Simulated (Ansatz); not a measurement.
A: PbSe (rock salt), a = 6.2177 Å, b = 6.2177 Å, c = 6.2177 Å, α = 90.00°, β = 90.00°, γ = 90.00°
B: ZnSe (zinc blende), a = b = c = 5.733 Å, α = β = γ = 90.00°
C: NiO (rock salt), a = b = c = 4.2173 Å, α = β = γ = 90.00°

Scan: energy against volume (even scaling of the relaxed cell, symmetry kept). All come from one method, each on a k mesh of its own. All were relaxed with their symmetry unable to fall. NiO is run spin-polarised and with no Hubbard U; the real compound is an antiferromagnetic insulator, a state that this run doesn't describe. Relaxed NiO ends ferromagnetic. Spin-orbit coupling is left out. The PAW data are Ansatz's earlier set. The magnetic order is the one the run started from; other orders were not tried. (This holds for the magnetic or f-shell members.)

Put the candidates in order of bulk modulus (fitted), highest first, for PBE (plane waves to 420 eV, PAW, scalar-relativistic; Ansatz, an electronic-structure program).

C (169 GPa), B (56.6 GPa), A (46.5 GPa)

(A scan under strain: stresses follow from slopes of the energy per volume, elastic moduli from its curvatures.)
